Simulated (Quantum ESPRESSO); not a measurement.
# Kohn-Sham bands of MgTe (rock salt)

```yaml
crystal:
  lattice:
    - [0.00000, 2.97240, 2.97240]
    - [2.97240, 0.00000, 2.97240]
    - [2.97240, 2.97240, 0.00000]
  atoms:
    - { symbol: Mg, position: [0.00000, 0.00000, 0.00000] }
    - { symbol: Te, position: [0.50000, 0.50000, 0.50000] }
```

Materials Project entry mp-1008786; symmetrised, unrelaxed at this level. Not found in the COD (Crystallography Open Database) copy used, which has the formula in other groups; not checked further. Method: PBEsol plane waves in Quantum ESPRESSO 7.5 (PseudoDojo norm-conserving files, 68 Ry, no spin polarisation, no spin-orbit coupling), Bloch states on a 10×10×10 mesh through Γ, Wannier90 4.0.1. Density: 10×10×10 mesh, Gaussian smearing 0.01 Ry. Spin-orbit coupling is left out although heavy elements are present.

Energies are relative to the valence-band maximum; weights are on the orthonormalised atomic waves of the pseudopotential files, averaged over the group. 26 electrons a cell are treated as valence.

Question: Into which isolated groups do the bands fall, where do they lie and what are they made of?

Answer: 
```json
[
 {"bands": "1", "from (eV)": "-75.84", "to (eV)": "-75.84", "filling": "filled", "weight on atomic waves": "Mg 2s 100 %"},
 {"bands": "2–4", "from (eV)": "-42.75", "to (eV)": "-42.75", "filling": "filled", "weight on atomic waves": "Mg 2p 100 %"},
 {"bands": "5–9", "from (eV)": "-35.74", "to (eV)": "-35.72", "filling": "filled", "weight on atomic waves": "Te 4d 100 %"},
 {"bands": "10", "from (eV)": "-11.47", "to (eV)": "-9.96", "filling": "filled", "weight on atomic waves": "Te 5s 89 %, Mg 3s 10 %"},
 {"bands": "11–13", "from (eV)": "-4.87", "to (eV)": "0.00", "filling": "filled", "weight on atomic waves": "Te 5p 87 %, Mg 3s 8 %"}
]
```

The Kohn-Sham gap over both meshes and the path is 0.43 eV.
